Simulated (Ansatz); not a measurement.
SrVO3:
```
SrVO3
1.0
    3.85753     0.00000     0.00000
    0.00000     3.85753     0.00000
    0.00000     0.00000     3.85753
Sr V O
1 1 3
Cartesian
  1.92877   1.92877   1.92877
  0.00000   0.00000   0.00000
  0.00000   0.00000   1.92877
  1.92877   0.00000   0.00000
  0.00000   1.92877   0.00000
```

Relaxed with PBE.

List the phonon frequencies at the special points (DFPT on a 3×3×3 q-mesh, Fourier-interpolated; PBE (plane waves, PAW; program Ansatz)).

In cm⁻¹; no LO–TO term at Γ, as the run had none.

| q | frequencies |
|---|---|
| Γ | 0 0 0 153 153 153 314 314 314 329 329 329 542 542 542 |
| X | 110 110 158 158 163 255 311 311 341 341 353 508 508 530 577 |
| M | 106 108 111 111 170 284 284 352 352 453 454 454 484 507 658 |
| R | 106 106 106 141 141 141 371 371 371 461 461 461 543 543 715 |

Space group Pm-3m (cubic perovskite). The PBE relaxation kept the symmetry of its start; phonons on a q-mesh show no instability. The workflow began spin-polarised and lost its moments. The cell computed holds one magnetic atom, so no antiferromagnetic order was within reach. No Hubbard U is applied. The compound may be a true metal, but semilocal functionals without U, or a wrong spin order, can also close a gap. As this level gives no gap, phonon frequencies hold no LO–TO term and depend on the k-mesh and smearing (Fermi–Dirac, 0.1 eV here).

Potentials: the later of the program's two PAW sets.
